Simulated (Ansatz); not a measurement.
**Static calculation, HfN**

System: HfN (rock salt type), 2 atoms in the cell.

Ansatz input (lattice in Å, positions in fractions of it; a bare `kind: paw` takes the build's default datasets)
```yaml
crystal:
  lattice:
    - [0, 2.265, 2.265]
    - [2.265, 0, 2.265]
    - [2.265, 2.265, 0]
  atoms:
    - { symbol: Hf, position: [0, 0, 0] }
    - { symbol: "N", position: [0.5, 0.5, 0.5] }
kpoints:
  mp_grid: { grid: [8, 8, 8] }
hamiltonian:
  xc: pbe
  pseudopotentials: { kind: paw }
scf:
  occupations: { method: fermi_dirac, width: 0.1 }
output:
  forces: true
  stress: true
  eigenvalues: true
```

Theory: Ansatz 0.2.0 development build, PBE, plane waves, PAW datasets (generated soft set 1).

Results

| Item | Value |
| --- | --- |
| Plane-wave cutoff used | 420 eV |
| Pressure | 34.9 kbar |
| Smearing term TS | 13.8 meV/atom |
| Gap on the mesh | none (metallic) |
| Valence electrons | 31 |
| Irreducible k-points | 29 |
| CPU time | of the order of 3 core-seconds on a shared host |

Stress tensor in GPa, compression positive:
```
3.49 0.00 0.00
0.00 3.49 0.00
0.00 0.00 3.49
```

The stress includes the program's correction for the finite plane-wave basis.

The k-mesh is modest, so these values aren't fully converged in k.
